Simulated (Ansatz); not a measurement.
input.yaml (Ansatz)

```yaml
crystal:
  lattice:
    - [-2.8689711766, 2.8693822402, 1.1841905167]
    - [2.8693822402, -2.8689711766, 1.1841905167]
    - [1.4922226764, 1.4922226764, -1.183437653]
  atoms:
    - { symbol: Ni, position: [2.33866e-05, 0.9999766134, 1.0] }
    - { symbol: Ni, position: [0.7499766134, 0.2500233866, 0.5] }
hamiltonian:
  xc: lda
  pseudopotentials:
    kind: paw_fr
    azcp:
      Ni: "pseudopotentials/Ni.paw.azcp"
basis:
  ecutwfc: 420
  fft_grid_basis: typed
kpoints:
  mp_grid: { grid: [15, 15, 15], shift: [0, 0, 0] }
magnetization:
  noncollinear: true
  spin_orbit: true
scf:
  occupations: { method: fermi_dirac, width: 0.1 }
output:
  write_density: true
  write_potential: true
  elf: true
  volumetric_format: npy
```

Output

```
Warning: the record states the generating functional pbe (its physics header spells it `PBE`), which answers neither for hamiltonian.xc's functional nor for the lda family's — results may be inconsistent (PPs are generated against a specific XC)
Engine: ansatz 0.2.0, aarch64-unknown-linux-gnu
Pseudopotentials: kind: paw_fr
Pseudopotential: Ni, paw_fr, valence charge 18, recommended cutoff 420 eV (normal) 
Functional definition: SPW92
  exchange = slater_x
  correlation = pw_c
non-collinear run that drives no moment, with spin-orbit: no starting moment large enough to seed its density (crystal.atoms[].spin), no starting occupations that ask for one, no magnetisation constraint and no magnetic field, so the semilocal B_xc is pinned to zero
Crystal: 2 atoms, lattice volume = 20.283 Å³
Basis set: ecut = 420 eV, 365 PW (Γ)
Bands: 44, of which v1, the nominal top of the filled ones, is band 36 counted from 1 (35 counted from 0)
Symmetry: 4 space group operations + 4 with time reversal
Magnetic group: BNS 15.86 (UNI 93), of the structure as read, at distance tolerance 2.7e-5 Å
k-points: 904 of 3375
Projection manifold: j_resolved (fully-relativistic pseudo-atomic orbitals)
Non-local potential: Ni, projectors of the file, l = 0: 3, l = 1: 4, l = 2: 6, l = 3: 2
PAW form: soft (Blöchl's): semilocal exchange-correlation on the pseudo side does not see the compensation charge
PAW frozen core: Ni, regenerated for the run's functional, and the local potential with it (the file was generated under x = pbe(κ = 0.804, μ = 0.2195149727645171), c = pbe(β = 0.06672455060314922))
PAW one-centre angular grid: Ni, 590 points (default); XC on 64 Gauss nodes
Initial density: superposition of atomic densities (chi_scale 0.1, normalization cell)
Initial wavefunctions: pseudopotential atomic-orbital guess
Functional: x = slater, c = lda
SCF iter   1: F=—  HF=-11547.199654 eV  |F-HF|=—  |Δ(HF+E_count)|=         —  Δρ=2.20e-2  dr2=1.99e-2  dr2_m=0.00e0 (ungated)  ethr=3.10e-3  |M|=0.00e0 ∫|m|=0.00e0 μB  |m|>n=0.0e0 m-floor=0.0e0 τ_xc=0.0e0  β_m=0.30  ⟨swp⟩=7.5  Hψ=95830  notcnv=0  defer=246
SCF iter   2: F=—  HF=-11547.191033 eV  |F-HF|=—  |Δ(HF+E_count)|=   8.62e-3  Δρ=1.69e-2  dr2=1.83e-2  dr2_m=0.00e0 (ungated)  ethr=5.52e-5  |M|=0.00e0 ∫|m|=0.00e0 μB  |m|>n=0.0e0 m-floor=0.0e0 τ_xc=0.0e0  β_m=0.63  ⟨swp⟩=2.0  Hψ=39945  notcnv=0  defer=608
SCF iter   3: F=—  HF=-11547.194398 eV  |F-HF|=—  |Δ(HF+E_count)|=   3.36e-3  Δρ=8.88e-3  dr2=7.27e-3  dr2_m=0.00e0 (ungated)  ethr=5.08e-5  |M|=0.00e0 ∫|m|=0.00e0 μB  |m|>n=0.0e0 m-floor=0.0e0 τ_xc=0.0e0  β_m=0.64  ⟨swp⟩=2.0  Hψ=31557  notcnv=0  defer=608
SCF iter   4: F=—  HF=-11547.193299 eV  |F-HF|=—  |Δ(HF+E_count)|=   1.10e-3  Δρ=4.60e-3  dr2=2.19e-3  dr2_m=0.00e0 (ungated)  ethr=2.02e-5  |M|=0.00e0 ∫|m|=0.00e0 μB  |m|>n=0.0e0 m-floor=0.0e0 τ_xc=0.0e0  β_m=0.65  ⟨swp⟩=2.0  Hψ=37969  notcnv=0  defer=608
SCF iter   5: F=—  HF=-11547.192902 eV  |F-HF|=—  |Δ(HF+E_count)|=   3.97e-4  Δρ=1.04e-3  dr2=9.21e-5  dr2_m=0.00e0 (ungated)  ethr=6.08e-6  |M|=0.00e0 ∫|m|=0.00e0 μB  |m|>n=0.0e0 m-floor=0.0e0 τ_xc=0.0e0  β_m=0.64  ⟨swp⟩=2.0  Hψ=25127  notcnv=0  defer=612
SCF iter   6: F=—  HF=-11547.192879 eV  |F-HF|=—  |Δ(HF+E_count)|=   2.30e-5  Δρ=8.29e-5  dr2=4.57e-7  dr2_m=0.00e0 (ungated)  ethr=2.56e-7  |M|=0.00e0 ∫|m|=0.00e0 μB  |m|>n=0.0e0 m-floor=0.0e0 τ_xc=0.0e0  β_m=0.60  ⟨swp⟩=2.1  Hψ=26433  notcnv=0  defer=612
SCF iter   7: F=-11547.192879 eV  HF=-11547.192879 eV  |F-HF|=3.95e-8  |Δ(HF+E_count)|=   1.21e-7  Δρ=1.71e-5  dr2=4.29e-8  dr2_m=0.00e0 (ungated)  ethr=2.78e-10  |M|=0.00e0 ∫|m|=0.00e0 μB  |m|>n=0.0e0 m-floor=0.0e0 τ_xc=0.0e0  ⟨swp⟩=7.2  Hψ=76149  notcnv=0
SCF 1 converged in 7 iterations: F = -11547.192879 eV  dr2 = 4.29e-8
SCF converged after 7 iterations
Magnetization: |M| = 0.0000 μB,  M = (+0.0000, +0.0000, +0.0000) μB
Absolute magnetization: 0.0000 μB (∫|m|)
  site 0: m = (+0.0000, +0.0000, +0.0000) μB, |m| = 0.0000 μB  (R = 0.97 Å)
  site 1: m = (+0.0000, +0.0000, +0.0000) μB, |m| = 0.0000 μB  (R = 0.97 Å)
Free energy (F): -11547.192879 eV
Harris-Foulkes:  -11547.192879 eV  (|F-HF|=3.95e-8)
Internal energy: -11547.037614 eV  (E = F + TS)
E sigma→0 (E₀):  -11547.115246 eV
Entropy (-TS):   -0.155264 eV (-77.632 meV/atom)
Fermi energy:    19.249358 eV
--- Per-component energies (eV) ---
  E_band       = -521.517030
  E_kinetic    = 569.366365
  E_local      = -6662.412148  (includes V_loc(G=0)·N_el)
  E_nonlocal   = 1276.381911
  E_hartree    = 2782.564218
  E_xc         = -170.644098
  E_vxc        = -220.930705  (∫ρ·V_xc dr)
  E_paw        = -3125.558093  (= ΣΔE_a)
  E_vpaw       = -1049.070015  (= ΣTr[D̂ρ^β])
  E_aug_tail   = 0.000971  (compensation charges beyond the density's cutoff)
  E_ewald      = -6217.609539
  E_core_change = 0.872800  (= ΣΔE_core)
  E_smearing   = -0.155264  (= −TS)
  E_closure    = -0.000000  (closes the sum)
  Σ components = -11547.192879   (vs F -11547.192879, Δ=0.00e0)
--- Band table (eV; the first three rows and the last of 904) ---
  k-point 0: bands = ["-83.1208", "-83.1208", "-83.0717", "-83.0717", "-45.3942", "-45.3942", "-45.2750", "-45.2750", "-43.2638", "-43.2638", "-43.0862", "-43.0862", "-43.0706", "-43.0706", "-43.0297", "-43.0297", "9.7870", "9.7870", "14.3000", "14.3000", "16.6383", "16.6383", "16.9972", "16.9972", "17.4042", "17.4042", "17.5032", "17.5032", "17.6094", "17.6094", "17.8002", "17.8002", "18.5633", "18.5633", "18.6449", "18.6449", "18.6698", "18.6698", "19.2428", "19.2428", "25.2758", "25.2758", "42.1896", "42.1896"]
  k-point 1: bands = ["-83.1187", "-83.1187", "-83.0707", "-83.0707", "-45.3961", "-45.3961", "-45.2799", "-45.2799", "-43.2644", "-43.2644", "-43.0921", "-43.0921", "-43.0782", "-43.0782", "-43.0318", "-43.0318", "9.9499", "9.9499", "14.4163", "14.4163", "16.6360", "16.6360", "16.9268", "16.9268", "17.4334", "17.4334", "17.5665", "17.5665", "17.6172", "17.6172", "17.7467", "17.7467", "17.9515", "17.9515", "18.6400", "18.6400", "18.6783", "18.6783", "20.0287", "20.0287", "25.2977", "25.2977", "40.5723", "40.5723"]
  k-point 2: bands = ["-83.1130", "-83.1130", "-83.0681", "-83.0681", "-45.4013", "-45.4013", "-45.2939", "-45.2939", "-43.2663", "-43.2663", "-43.1103", "-43.1103", "-43.0971", "-43.0971", "-43.0379", "-43.0379", "10.4297", "10.4297", "14.7435", "14.7435", "16.5909", "16.5909", "16.7308", "16.7308", "17.1848", "17.1848", "17.4494", "17.4494", "17.6428", "17.6428", "17.7694", "17.7694", "17.8006", "17.8006", "18.6268", "18.6268", "18.6834", "18.6834", "21.2292", "21.2292", "25.3749", "25.3749", "37.6021", "37.6021"]
  k-point 903: bands = ["-83.0626", "-83.0626", "-83.0621", "-83.0621", "-45.4189", "-45.4189", "-45.4177", "-45.4177", "-43.2956", "-43.2956", "-43.2920", "-43.2920", "-43.1070", "-43.1070", "-43.1035", "-43.1035", "14.3568", "14.3568", "14.3853", "14.3853", "15.7989", "15.7989", "15.8059", "15.8059", "18.3016", "18.3016", "18.3135", "18.3135", "19.0685", "19.0685", "19.2494", "19.2494", "19.2958", "19.2958", "19.3985", "19.3985", "19.6995", "19.6995", "20.1710", "20.1710", "27.2070", "27.2070", "27.4155", "27.4155"]
```
